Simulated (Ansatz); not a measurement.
# Trial structures of Sn2Bi2S: starts and ends

All numbers below come from DFT PBE, scalar-relativistic, plane waves, PAW in Ansatz 0.2.0. All cells share a 420 eV cutoff and Γ-centred k meshes spaced at most about 0.3 Å⁻¹ (about 0.25 or finer for metals, 2π included). No spin polarisation in the final relaxations.

Each guess was relaxed in cell and atoms at zero pressure, within the symmetry of its start. All energies are static (0 K, no zero-point motion). Coordination counts Bi or Sn atoms around S (for each partner element, those within 1.25 times its shortest distance or 1.15 times the sum of covalent radii, where it is the nearest in units of that sum or under 1.3; the shortest distance is added where it exceeds 1.18 times the sum of covalent radii).

```json
{"guess": "1", "made from": "random cell", "start group": "P6/mmm", "V start (Å³/atom)": "32.4", "end group": "P6/mmm", "V end (Å³/atom)": "43.1", "coordination at the end": "S 2", "gap on mesh (eV)": "0", "E over the lowest end (meV/atom)": "134"}
{"guess": "2", "made from": "random cell", "start group": "P6/mmm", "V start (Å³/atom)": "31.3", "end group": "?", "V end (Å³/atom)": "?", "coordination at the end": "?", "gap on mesh (eV)": "?", "E over the lowest end (meV/atom)": "?"}
{"guess": "3", "made from": "random cell", "start group": "P4/mmm", "V start (Å³/atom)": "28.7", "end group": "P4/mmm", "V end (Å³/atom)": "49.8", "coordination at the end": "S 6", "gap on mesh (eV)": "0", "E over the lowest end (meV/atom)": "570"}
{"guess": "4", "made from": "SrCd2Sb2 type", "start group": "P-3m1", "V start (Å³/atom)": "30.8", "end group": "P-3m1", "V end (Å³/atom)": "29.4", "coordination at the end": "S 6 from 3.0 Å", "gap on mesh (eV)": "0", "E over the lowest end (meV/atom)": "0"}
```

Guess 2 as it starts:

```cif
data_structure
_symmetry_space_group_name_H-M 'P6/mmm'
_symmetry_Int_Tables_number 191
_cell_length_a 5.4679
_cell_length_b 5.4679
_cell_length_c 6.0369
_cell_angle_alpha 90.000
_cell_angle_beta 90.000
_cell_angle_gamma 120.000
_cell_volume 156.31
loop_
_atom_site_label
_atom_site_type_symbol
_atom_site_symmetry_multiplicity
_atom_site_Wyckoff_symbol
_atom_site_fract_x
_atom_site_fract_y
_atom_site_fract_z
_atom_site_occupancy
Sn1 Sn 2 d 0.33333 0.66667 0.50000 1
Bi1 Bi 2 e 0.00000 0.00000 0.66112 1
S1 S 1 a 0.00000 0.00000 0.00000 1
```

Q: Predict the end of this guess and its energy over the lowest end.

A: It ends in space group P6/mmm (No. 191), with a = 5.260 Å, c = 8.552 Å, 41.0 Å³/atom and no gap. It lies 190 meV/atom over the lowest end, above guess 1 and below guess 3. Counting Bi or Sn atoms around S, this end has S 2 and the lowest (guess 4) has S 6 from 3.0 Å.

```xyz
5
Lattice="5.2598 0.0000 0.0000 -2.6299 4.5551 0.0000 0.0000 0.0000 8.5521" Properties=species:S:1:pos:R:3 pbc="T T T"
Sn    0.0000    3.0368    4.2761
Sn    2.6299    1.5184    4.2761
Bi    0.0000    0.0000    6.0087
Bi    0.0000    0.0000    2.5434
S     0.0000    0.0000    0.0000
```

Energies over the elements count from the elements' standard structures at the same level, with no fitted energy shifts. The references include grey tin.

Q: Is the lowest end bound against the elements?

A: No: its formation energy is +0.07 eV/atom. The separate elements lie lower, so it is unstable against them.

These runs have no spin–orbit coupling, which can matter for Bi. The reference form of S is held partly by dispersion forces, which this level lacks. Cells relaxed within their symmetry can be saddle points. A lower structure may well exist outside this small set. Some candidate types were left out of the draw beforehand, so a known form may be missing.
